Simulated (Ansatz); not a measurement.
GaAs (zinc blende, F-43m), PBEsol (plane waves, PAW; program Ansatz). The conduction-band minimum lies at Γ, with 1 equivalent valley. Second derivatives d²E/dk² of the lowest band at one valley (eV·Å²), along Cartesian directions:

```tsv
direction	d²E/dk²
[100]	305.8
[010]	305.8
[001]	305.8
[110]	305.5
[101]	305.5
[011]	305.5
```

### Question
Find the principal effective masses, the density-of-states mass and the conductivity mass.

### Answer
Off-diagonal terms follow from H_xy = H[110] − (H_xx + H_yy)/2, and m*/mₑ = 7.620 eV·Å² over each eigenvalue: 0.025, 0.025, 0.025. One valley's DOS mass (m₁m₂m₃)^(1/3) = 0.025, conductivity mass 3/(Σ 1/mᵢ) = 0.025 mₑ.

### Question
What effective density of states Nc follows at 300 K for parabolic valleys?

### Answer
Nc = 2.509e19 × 1 × (0.025)^(3/2) ≈ 9.9e16 cm⁻³.

The cell was relaxed with PBEsol under the symmetry of its start. Scalar-relativistic: spin–orbit coupling is off unless named, which matters more the heavier the elements.

Potentials: the earlier of the program's two PAW sets. The files were generated under PBE; for other functionals the program regenerates the frozen cores, and for LDA and PBEsol the local potential too.

Edges and masses are those of Kohn–Sham bands, whose gap is no quasiparticle gap.
